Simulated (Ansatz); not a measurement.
Se (trigonal-Se type, space group P3_121)

```
CELL_PARAMETERS angstrom
      9.05880     0.00000     0.00000
     -2.26470     3.92257     0.00000
      0.00000     0.00000     5.04244
ATOMIC_POSITIONS crystal
  Se 0.10920 0.00000 0.83333
  Se 0.60920 0.00000 0.83333
  Se 0.00000 0.21841 0.16667
  Se 0.50000 0.21841 0.16667
  Se 0.39080 0.78159 0.50000
  Se 0.89080 0.78159 0.50000
```

Scan: atom 1 (Se, nearest neighbour Se at 2.400 Å; its periodic images, 4.5 Å or more away, move with it) is displaced along Cartesian z, direction (0.000, 0.000, 1.000) in Cartesian axes, by s. The other atoms stay.

Computed with PBE (plane waves to 420 eV, PAW, scalar-relativistic; Ansatz, a first-principles code). k mesh 7×7×5 (Γ-centred), Fermi-Dirac smearing 0.05 eV. E stands for the smeared free energy. Se was relaxed with its symmetry unable to fall. The PAW data are Ansatz's earlier set. The zero of ΔE is the undisplaced structure.

| s (Å) | ΔE (meV/cell) |
|---|---|
| -0.240 | 227.1 |
| -0.192 | 144.7 |
| -0.144 | 81.1 |
| -0.096 | 35.9 |
| -0.048 | 9.0 |
| 0.000 | 0.0 |
| 0.048 | 9.0 |
| 0.096 | 36.1 |
| 0.144 | 81.5 |
| 0.192 | 145.6 |
| 0.240 | 228.9 |

Problem. What force constant k = d²E/ds² at s = 0 does the table give?

Solution. 7.8 eV/Å². It is the second difference of the nearest points, corrected with the next pair.

Problem. With k = 7.80 eV/Å² from the forces, is the well harmonic out to s = 0.240 Å?

Solution. ½ks² = 224.5 meV/cell against the computed 228.9 meV/cell, so the well is close to harmonic there.

(For displaced atoms, the force is minus the slope of the energy, and its curvature is a force constant, which sets phonon frequencies.)
